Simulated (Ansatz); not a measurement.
Pt$_{3}$W (Cu3Au type, space group No. 221) under volume change, PBEsol in the plane-wave PAW code Ansatz, scaled uniformly.

```csv
V (Å³/atom),E − E(relaxed) (meV/atom),P (GPa)
13.733,(withheld),(withheld)
14.186,58.8,22.14
14.639,13.8,10.08
15.092,0.0,0.00
15.544,(withheld),(withheld)
15.997,46.3,-15.44
16.450,98.4,-21.27
```

Problem. What belongs in the gaps?

Solution. 
- 13.733, E − E(relaxed) (meV/atom): 141.2
- 13.733, P (GPa): 36.55
- 15.544, E − E(relaxed) (meV/atom): 12.3
- 15.544, P (GPa): -8.42

Problem. What does a third-order Birch–Murnaghan fit give for V₀, B₀ and B′?

Solution. V₀ = 15.09 Å³/atom, B₀ = 306 GPa, B′ = 5.0.

Space group Pm-3m (Cu3Au type). The cell is a constructed one: a structure type filled with these elements; neither database checked (COD, Materials Project) lists it. Whether it is the stable phase at ambient conditions was not checked. Symmetry was held in the PBEsol relaxation; its stability against distortions is not shown here. The run is not spin-polarised. Scalar-relativistic: spin–orbit coupling is off unless named, which matters more the heavier the elements.

Potentials: the earlier of the program's two PAW sets. The files were generated under PBE; for other functionals the program regenerates the frozen cores, and for LDA and PBEsol the local potential too.
